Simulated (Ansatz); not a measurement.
Values for one crystal, relaxed and computed with plane-wave PAW PBEsol (Ansatz code); other levels are named.

| Item | Value |
|---|---|
| Volume per atom | 16.23 Å³ |
| Band gap | 6.35 eV (smallest direct gap 6.35 eV) |
| Debye temperature from the elastic constants | 430 K |
| Electron effective mass | 0.46 mₑ (isotropic) |
| Young's modulus | 57.9 GPa |
| Poisson's ratio | 0.22 |
| Formation energy from the elements (no fitted shifts) | -1.83 eV/atom |

Question: Pick the material that matches.
A) TiO2, rutile
B) ZrO2, fluorite
C) LiCl, rock salt
D) BaTiO3, P4mm (Ti on 1b, Ba on 1a, O on 1b, O on 2c)

Answer: C, LiCl, rock salt

Space group Fm-3m (rock salt). The PBEsol relaxation kept the symmetry of its start. The references are the lowest solids computed at this level, not always the standard phases (solids in place of the gases).

Potentials: the later of the program's two PAW sets.
